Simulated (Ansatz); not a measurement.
**Al3GaN4 under pressure**

Method: DFT LDA, scalar-relativistic, plane waves, PAW (Ansatz). Settings: 420 eV plane-wave cutoff, Γ-centred 6×6×6 mesh, fixed occupations. No spin polarisation. Phonons by linear response, acoustic sum rule imposed.

Equilibrium structure at this level:
```
Al Ga N
1.0
     4.37022    0.00000    0.00000
     0.00000    4.37022    0.00000
     0.00000    0.00000    4.37022
Al Ga N
3 1 4
Cartesian
  2.1851 2.1851 0.0000
  2.1851 0.0000 2.1851
  0.0000 2.1851 2.1851
  0.0000 0.0000 0.0000
  3.2554 3.2554 1.1149
  3.2554 1.1149 3.2554
  1.1149 3.2554 3.2554
  1.1149 1.1149 1.1149
```

Optical modes at Γ (cm⁻¹) at zero pressure: 248, 335, 528, 623, 671, 674, 702, 717.

Under hydrostatic pressure the same modes lie at 249, 335, 535, 635, 687, 688, 714, 728 cm⁻¹. What is the pressure, and how much has the cell shrunk?

## Answers

3 GPa; the volume is 1.4 % smaller.